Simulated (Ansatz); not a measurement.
Polymorphs of IrW, each relaxed with PBE in the plane-wave PAW code Ansatz:

A: rock salt (Fm-3m), a = 5.201 Å, b = 5.201 Å, c = 5.201 Å, α = 90.00°, β = 90.00°, γ = 90.00°

B: CsCl type (Pm-3m), a = b = c = 3.1531 Å, α = β = γ = 90.00°

C: Cmcm, a = 2.7834 Å, b = 10.2317 Å, c = 4.3408 Å, α = 90.00°, β = 90.00°, γ = 90.00°

D: L1₀ or tetragonal B2 (P4/mmm), a = 2.7758 Å, b = 2.7758 Å, c = 3.9323 Å, α = 90.00°, β = 90.00°, γ = 90.00°

Order them by energy per atom at 0 K (lowest first) at the level PBE.

D (+0 meV/atom), C (+162 meV/atom), B (+683 meV/atom), A (+1121 meV/atom)

Typed or built starts, not in the databases checked: A; B; C; D. All cells were relaxed under the symmetry of their starts (and spin orders); stability against distortions was not tested throughout. Rows with no word on spin ran without spin polarisation. Scalar-relativistic: spin–orbit coupling is off unless named, which matters more the heavier the elements.

Energies hold the estimated change up to a 700 eV cutoff; steps of a few meV lie near the error of the meshes.

Potentials: the earlier of the program's two PAW sets.
